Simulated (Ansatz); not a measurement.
An Ansatz input:

```yaml
crystal:
  lattice:
    - [4.3480504394, 0.0, 0.0]
    - [-2.1740252197, 3.7655221375, 0.0]
    - [0.0, 0.0, 2.6838794666]
  atoms:
    - { symbol: Ir, position: [0.0, 0.0, 0.0], spin: 1.0 }
    - { symbol: Ir, position: [0.3333333333, 0.6666666667, 0.5], spin: 1.0 }
    - { symbol: Ir, position: [0.6666666667, 0.3333333333, 0.5], spin: 1.0 }
hamiltonian:
  xc: r2scan
  pseudopotentials:
    kind: paw
    azcp:
      Ir: "pseudopotentials/Ir.paw.azcp"
basis:
  ecutwfc: 500
  fft_grid_basis: typed
kpoints:
  mp_grid: { grid: [11, 11, 15], shift: [0, 0, 0] }
magnetization:
  spin_polarized: true
scf:
  occupations: { method: fermi_dirac, width: 0.05 }
```

Terminal output

```
Engine: ansatz 0.2.0, aarch64-unknown-linux-gnu
Pseudopotentials: kind: paw
Pseudopotential: Ir, paw, valence charge 17, recommended cutoff 500 eV (meta_gga) 
Functional definition: r2SCAN
  parameter k0 = 0.174
  parameter k1 = 0.065
  parameter a1 = 4.9479
  exchange = r2scan_x(k0 = k0, k1 = k1, a1 = a1)
  correlation = r2scan_c
Crystal: 3 atoms, lattice volume = 43.942 Å³
Basis set: ecut = 500 eV, 1119 PW (Γ), exchange–correlation on 128×128×80 points (64 copies of the dense FFT grid, shifted against one another)
Bands: 33, of which v1, the nominal top of the filled ones, is band 26 counted from 1 (25 counted from 0)
Symmetry: 24 space group operations
Space group: P6/mmm (ITA 191), of the structure as read, at distance tolerance 3.5e-5 Å
Magnetic group: BNS 191.233 (UNI 1463), of the structure as read, at distance tolerance 3.5e-5 Å
k-points: 128 of 1815
Non-local potential: Ir, projectors of the file, l = 0: 3, l = 1: 2, l = 2: 2, l = 3: 1
PAW form: soft (Blöchl's): semilocal exchange-correlation on the pseudo side does not see the compensation charge
PAW frozen core: Ir, regenerated for the run's functional (the file was generated under x = pbe(κ = 0.804, μ = 0.2195149727645171), c = pbe(β = 0.06672455060314922))
PAW one-centre angular grid: Ir, 590 points (default); XC on 160 Gauss nodes
Initial density: superposition of atomic densities (chi_scale 0.1, normalization cell)
Starting moments: Σ|m| = 3 μB on 3 of 3 sites
Initial wavefunctions: pseudopotential atomic-orbital guess
Functional: x = r2scan, c = r2scan; τ floored in thin density (d = 2e-4 eV/Å³)
iter 1 solved again at ethr=1.07e-3 eV; its pass at ethr=3.10e-3 eV (dr2=5.46e-1 eV) is discarded
SCF iter   1: F=—  HF=-35844.466184 eV  |F-HF|=—  |Δ(HF+E_count)|=         —  Δρ=3.08e-2 (↑3.08e-2 ↓2.33e-2)  dr2=6.83e-1  dr2_τ=2.21e-2  dr2_m=9.28e-2  M=1.981 μB ∫|m|=2.000 μB  β_m=0.88  ethr=1.07e-3  ⟨swp⟩=2.0  Hψ=45199  notcnv=0
Mixer restart at iter 1: flushing history
SCF iter   2: F=—  HF=-35844.474955 eV  |F-HF|=—  |Δ(HF+E_count)|=   8.77e-3  Δρ=1.63e-2 (↑1.63e-2 ↓1.31e-2)  dr2=2.15e-1  dr2_τ=6.82e-3  dr2_m=8.62e-3  M=1.842 μB ∫|m|=1.893 μB  β_m=1.00  ethr=1.07e-3  ⟨swp⟩=2.1  Hψ=13791  notcnv=0  defer=8  κ⁻¹=1.0e0(r=1)
SCF iter   3: F=—  HF=-35844.944384 eV  |F-HF|=—  |Δ(HF+E_count)|=         —  Δρ=1.43e-2 (↑1.43e-2 ↓1.13e-2)  dr2=3.10e-2  dr2_τ=9.84e-3  dr2_m=4.84e-2  M=1.212 μB ∫|m|=1.292 μB  β_m=1.00  ethr=4.21e-4  ⟨swp⟩=3.0  Hψ=17975  notcnv=0  defer=276
...
SCF 1 converged in 28 iterations: F = -35845.114530 eV  dr2 = 1.14e-11
...
SCF iter  24: F=-35845.114530 eV  HF=-35845.114530 eV  |F-HF|=9.00e-9  |Δ(HF+E_count)|=   5.33e-8  Δρ=1.20e-6 (↑8.97e-7 ↓1.20e-6)  dr2=4.79e-10  dr2_τ=3.87e-11  dr2_m=2.40e-10  M=-0.001 μB ∫|m|=0.001 μB  β_m=1.20  ethr=4.28e-12  ⟨swp⟩=1.0  Hψ=30444  notcnv=0  κ⁻¹=1.1e-5(r=8)
iter 25 did not close the SCF: its close was put off for a magnetic moment that had not settled (scf_convergence_deferred on its scf_iter line)
SCF iter  25: F=-35845.114530 eV  HF=-35845.114530 eV  |F-HF|=3.66e-9  |Δ(HF+E_count)|=   9.74e-9  Δρ=5.71e-7 (↑4.95e-7 ↓5.71e-7)  dr2=8.98e-11  dr2_τ=7.69e-12  dr2_m=5.16e-11  M=-0.000 μB ∫|m|=0.000 μB  β_m=1.20  ethr=1.00e-12  ⟨swp⟩=1.0  Hψ=28297  notcnv=0  κ⁻¹=9.6e-7(r=8)
SCF iter  26: F=-35845.114530 eV  HF=-35845.114530 eV  |F-HF|=7.79e-10  |Δ(HF+E_count)|=   2.80e-9  Δρ=2.27e-7 (↑2.27e-7 ↓2.18e-7)  dr2=2.70e-11  dr2_τ=1.53e-12  dr2_m=3.68e-12  M=0.000 μB ∫|m|=0.000 μB  ethr=1.00e-12  ⟨swp⟩=1.0  Hψ=27587  notcnv=0
SCF 2 converged in 26 iterations: F = -35845.114530 eV  dr2 = 2.70e-11
WARN: the starting moments were not kept: the SCF closed with an absolute magnetisation of 1.5e-4 μB, where they sum to 3 μB in size (3 sites). That is at most 0.1 of that sum. Measured as dr2_m measures the in/out step, that magnetisation stands 4.3e-9 eV from none, at or under the dr2_threshold of 1.0e-7 eV: it is no larger than a step whose dr2_m would equal this threshold. The system may hold no moment; this SCF shows only that its start led to no more than that. To try another start: raise the starting moments (crystal.atoms[].spin, magnetization.per_species, magnetization.initial_magnetization, or on a non-collinear deck that types none of these the spinor_matrix: blocks that start its atoms; where the total moment is fixed, keep their sum and leave initial_magnetization as it is; typed ones take the place of any that the run laid by itself, positive ones on a crystal's lanthanoids without a Hubbard term where scf.initial_density.shell_occupations: [] is typed) or, if the notice of its spin-set hold's release reads "site moments contracting" or "site moments show no strong build", lengthen the hold (scf.mixing.spin_hold: { on: { confirm: 4 } }; for m-r²SCAN on two components see the key's manual first). Each may lead to a state that holds a moment. A second SCF, from the converged charge density, with the starting moments and any scf.initial_density.shell_occupations laid on it anew, would have followed, and was not run: the deck does not ask for one (magnetization.retry_lost_moments is false, the default). To let it run, set magnetization.retry_lost_moments: true and run the deck again, where that key's refused combinations let it; where memory then withholds it, that run's warning says so.
this state was not tested for a lower state beside it, because the mixer in use, unlike msr1, does not test its closes by its own steps (another_mixer; see scf.mixing.algorithm and scf.lower_state_search)
SCF converged after 28 iterations
Magnetization: -0.0002 μB (25.4999 up, 25.5001 down)
Absolute magnetization: 0.0002 μB (∫|ρ↑−ρ↓|, with the PAW one-centre terms)
Spin contamination: 0.0000 ħ² per cell (⟨S²⟩ above its minimum at these occupations)
Per-site moments (μB) at R_I (Å): [(-5.174210507132873e-5, 1.1071002799725003), (-4.654661400609898e-5, 1.0355185878065174), (-4.654661400596222e-5, 1.0355185878065174)]
Free energy (F): -35845.114530 eV
Harris-Foulkes:  -35845.114530 eV  (|F-HF|=2.18e-11)
Internal energy: -35845.076231 eV  (E = F + TS)
E sigma→0 (E₀):  -35845.095380 eV
Entropy (-TS):   -0.038299 eV (-12.766 meV/atom)
Fermi energy:    24.463395 eV
--- Per-component energies (eV) ---
  E_band       = -348.400117
  E_kinetic    = 1869.804087
  E_local      = -3348.412878  (includes V_loc(G=0)·N_el)
  E_nonlocal   = 223.026919
  E_hartree    = 1281.929213
  E_xc         = -765.304525
  E_vxc        = -999.135350  (∫ρ·V_xc dr)
  E_paw        = -27749.517030  (= ΣΔE_a)
  E_vpaw       = -719.636260  (= ΣTr[D̂ρ^β])
  E_aug_tail   = -0.000048  (compensation charges beyond the density's cutoff)
  E_vtau       = 62.094881  (kinetic-family band-sum trace: ∫τ·v_τ [+ j·A + Jᵃ·Aᵃ] dr)
  E_ewald      = -7355.651289
  E_core_change = -0.950681  (= ΣΔE_core)
  E_smearing   = -0.038299  (= −TS)
  E_closure    = 0.000000  (closes the sum)
  Σ components = -35845.114530   (vs F -35845.114530, Δ=0.00e0)
```
